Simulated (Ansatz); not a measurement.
## HfO2, first-principles data

HfO2:
```cif
data_HfO2
_chemical_formula_sum 'Hf1 O2'
_space_group_name_H-M_alt 'P 1'
_space_group_IT_number 1
_cell_length_a 3.57556
_cell_length_b 3.57556
_cell_length_c 3.57556
_cell_angle_alpha 60.000
_cell_angle_beta 60.000
_cell_angle_gamma 60.000
loop_
_space_group_symop_operation_xyz
  'x, y, z'
loop_
_atom_site_label
_atom_site_type_symbol
_atom_site_fract_x
_atom_site_fract_y
_atom_site_fract_z
_atom_site_occupancy
Hf1 Hf 0.00000 0.00000 0.00000 1
O1 O 0.75000 0.75000 0.75000 1
O2 O 0.25000 0.25000 0.25000 1
```

Space group Fm-3m (No. 225), fluorite; conventional cell a = b = c = 5.057 Å, α = β = γ = 90.00°.

Method: the program Ansatz at the HSE06 level (PAW). Structure relaxed to zero pressure with the same functional. Other levels are named where they apply.

Cell and energy:

```json
{
  "volume_per_atom": "10.77 Å³",
  "density": "10.81 g/cm³"
}
```

Electronic structure:

```json
{
  "band_gap": "5.41 eV (direct)",
  "valence_band_maximum": "at X",
  "conduction_band_minimum": "at X (3 equivalent valleys)",
  "Gap with spin–orbit coupling": "5.42 eV (at the special points and the edges found without it)"
}
```

Mechanics:

```json
{
  "Bulk modulus (Birch–Murnaghan fit)": "271 GPa",
  "Pressure derivative B′": "4.1"
}
```

Charges:

```json
{
 "bader_charges": "Hf +2.82, O -1.41 e"
}
```

This is a known high-temperature phase of the composition, computed here at zero pressure and temperature. The HSE06 relaxation kept the symmetry of its start; whether a distortion lowers the energy is not shown. The run is not spin-polarised. The hybrid was solved on a coarse mesh, the path and, where they were found, the r²SCAN edge points; its band edges are the extreme levels among these. Scalar-relativistic: spin–orbit coupling is off unless named, which matters more the heavier the elements.

Potentials: the earlier of the program's two PAW sets.
